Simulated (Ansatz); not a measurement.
# Data sheet: LiAu$_{3}$ (DFT)

LiAu₃:
Space group Pm-3m (No. 221); a = b = c = 3.986 Å, α = β = γ = 90.00°

```json
[
 {"atom": "Au", "site": "3c", "symmetry": "4/mm.m", "x": "0.0000", "y": "0.5000", "z": "0.5000"},
 {"atom": "Li", "site": "1a", "symmetry": "m-3m", "x": "0.0000", "y": "0.0000", "z": "0.0000"}
]
```

Space group Pm-3m (No. 221), Cu3Au type; conventional cell a = 3.986 Å, b = 3.986 Å, c = 3.986 Å, α = 90.00°, β = 90.00°, γ = 90.00°.

Method: plane-wave PAW PBEsol (Ansatz code). The cell and atoms are relaxed at this level. Other levels are named where they apply.

**Cell and energy**

```yaml
volume_per_atom: 15.83 Å³
density: 15.68 g/cm³
Formation energy from the elements (no fitted shifts): -0.36 eV/atom
```

**Electronic structure**

```yaml
electronic_character: metallic (no gap)
Density of states at the Fermi level: 0.28 states/eV per atom (mean over ±0.08 eV)
Gap with spin–orbit coupling: none (metallic)
```

**Mechanics**

```yaml
Bulk modulus (Birch–Murnaghan fit): 127 GPa
Pressure derivative B′: 5.7
Elastic constants (relaxed ions, GPa): C11 = 157, C12 = 115, C44 = 40.6
mechanical_stability: stable (all eigenvalues of C positive)
hill_bulk_and_shear_moduli: 129 and 31.3 GPa
Young's modulus: 86.8 GPa
Poisson's ratio: 0.39
debye_temperature_from_the_elastic_constants: 189 K
```

**Charges**

```yaml
bader_charges: Au -0.29, Li +0.86 e
```

The workflow started from an entry of the Crystallography Open Database (COD). Whether it is the stable phase at ambient conditions was not checked. The cell was relaxed with PBEsol under the symmetry of its start; its stability against distortions is not shown here. As this level gives no gap, shear constants depend on the k-mesh and smearing (Fermi–Dirac, 0.1 eV here). The references are the lowest solids computed at this level, not always the standard phases. Scalar-relativistic: spin–orbit coupling is off unless named, which matters more the heavier the elements.

Potentials: the later of the program's two PAW sets.
